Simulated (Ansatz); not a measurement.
This guess for Si₃C is about to be relaxed.

```yaml
crystal:
  lattice:
    - [5.92166, 0.00000, 0.00000]
    - [-2.96083, 5.12831, 0.00000]
    - [0.00000, 0.00000, 4.27796]
  atoms:
    - { symbol: Si, position: [0.26925, 0.13462, 0.75000] }
    - { symbol: Si, position: [0.86538, 0.13462, 0.75000] }
    - { symbol: Si, position: [0.86538, 0.73075, 0.75000] }
    - { symbol: Si, position: [0.73075, 0.86538, 0.25000] }
    - { symbol: Si, position: [0.13462, 0.86538, 0.25000] }
    - { symbol: Si, position: [0.13462, 0.26925, 0.25000] }
    - { symbol: C, position: [0.66667, 0.33333, 0.25000] }
    - { symbol: C, position: [0.33333, 0.66667, 0.75000] }
```

The calculation used DFT PBE, scalar-relativistic, plane waves, PAW in Ansatz. Cutoff 420 eV, Gaussian smearing, Γ-centred meshes. Cell and atoms relax first on a coarse mesh and then on a finer one. In between, the cell is made exact in the group found at 0.06 Å. In metals the finer mesh still leaves noise of several meV/atom or more. The steps can't lower the symmetry of their start. No spin polarisation.

A guess keeps its type if space group and coordination stay and the shape of the cell changes little (axis ratios within about 15 %, angles within 6°); the volume may change.

Problem. Will the relaxed cell still be of the starting type?

Solution. It doesn't keep its type. The symmetry stays P6_3/mmc (No. 194). The volume per atom shrinks by 22.0 %, from 16.2 to 12.7 Å³. The shortest distance goes from 2.39 Å (Si–Si) to 2.07 Å (Si–C). The ratio c/a of the conventional cell changes by a factor of 0.59. Counting neighbours within 15 % of an atom's shortest distance, the start has C 12, Si 6 and the end C 6, Si 2. In detail, at the end around Si lie 2 C at 2.07 Å; C is surrounded by 6 Si at 2.07 Å.

```yaml
crystal:
  lattice:
    - [6.49957, 0.00000, 0.00000]
    - [-3.24978, 5.62879, 0.00000]
    - [0.00000, 0.00000, 2.76809]
  atoms:
    - { symbol: Si, position: [0.39246, 0.19623, 0.75000] }
    - { symbol: Si, position: [0.80377, 0.19623, 0.75000] }
    - { symbol: Si, position: [0.80377, 0.60754, 0.75000] }
    - { symbol: Si, position: [0.60754, 0.80377, 0.25000] }
    - { symbol: Si, position: [0.19623, 0.80377, 0.25000] }
    - { symbol: Si, position: [0.19623, 0.39246, 0.25000] }
    - { symbol: C, position: [0.66667, 0.33333, 0.25000] }
    - { symbol: C, position: [0.33333, 0.66667, 0.75000] }
```

The last run used a 9×9×14 mesh (in the run's order of axes) for its 8-atom cell and Gaussian smearing of 0.10 eV. Symmetry constrained the relaxation, so the result can be a saddle point.
